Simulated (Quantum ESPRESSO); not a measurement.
Inputs of pw.x and gipaw.x (a modified build of Quantum ESPRESSO, PBE) for CdSe; the starting potential comes from an earlier run on another mesh:

```
&CONTROL
  calculation = 'scf'
  prefix = 'x'
  pseudo_dir = './pseudo'
  outdir = './out'
  tprnfor = .true.
/
&SYSTEM
  ibrav = 0
  nat = 2
  ntyp = 2
  ecutwfc = 40
  ecutrho = 160
  occupations = 'fixed'
  nbnd = 9
/
&ELECTRONS
  conv_thr = 1e-11
  startingpot = 'file'
/
ATOMIC_SPECIES
Cd 112.414 Cd.GGA_PBE-JTH.UPF
Se 78.971 Se.GGA_PBE-JTH.UPF
CELL_PARAMETERS angstrom
   -0.000000000000     3.100972700000     3.054918650000
    3.054918650000     0.000000000000     3.054918650000
    3.054918650000     3.100972700000    -0.000000000000
ATOMIC_POSITIONS crystal
Cd     0.000000000000     0.000000000000     0.000000000000
Se     0.750000000000     0.750000000000     0.750000000000
K_POINTS automatic
7 7 7 1 1 1
```

```
&INPUTGIPAW
  job = 'nmr'
  prefix = 'x'
  tmp_dir = './out/'
  restart_mode = 'from_scratch'
  pawproj(1) = .true.
  pawproj(2) = .true.
  use_nmr_macroscopic_shape = .false.
/
```

The cell was made here from a computed Materials Project entry: strained by +1 % along the cube axis and by -0.5 % across it, atoms relaxed (PBE without dispersion, pw.x of Quantum ESPRESSO, symmetry kept). The parent is CdSe in F-43m. Stability against distortions was not tested.

**Question.** Predict the shielding tensors that the run ends with.

**Answer.** 
```
     Total NMR chemical shifts in ppm: ---------------------------------------
     (adopting the Simpson convention for anisotropy and asymmetry)-----------

     Atom  1  Cd  pos: (  0.000000  0.000000  0.000000)  Total sigma:        2941.52
          2939.9693          0.0000          0.0000
             0.0000       2944.6339         -0.0000
            -0.0000         -0.0000       2939.9693

     Cd      1    anisotropy:      4.66    eta:    0.0000
     Cd      1    sigma_11=   2939.97
     Cd      1    sigma_22=   2939.97
     Cd      1    sigma_33=   2944.63

     Atom  2  Se  pos: (  1.052696  1.068565  1.052696)  Total sigma:        2064.93
          2056.9712         -0.0000          0.0000
            -0.0000       2080.8449          0.0000
            -0.0000          0.0000       2056.9712

     Se      2    anisotropy:     23.87    eta:    0.0000
     Se      2    sigma_11=   2056.97
     Se      2    sigma_22=   2056.97
     Se      2    sigma_33=   2080.84
```
The printed anisotropy is 3/2 (σ_33 − σ_iso) in the program's own order; the axes are left out here. Anisotropies that symmetry doesn't fix are less certain than the isotropic values. Shieldings are absolute and leave out the bulk-susceptibility term; a larger σ means a smaller chemical shift. In our sweeps, cutoffs and meshes of this size left a few ppm, and up to some 20 ppm on atoms from Zn on. Spin–orbit coupling is left out; its weight grows with the heaviest atom, Cd here. No d partial waves on Se: the paramagnetic term there is incompletely reconstructed. The band gap at this level is small, which makes the paramagnetic part of σ large and sensitive to the functional.
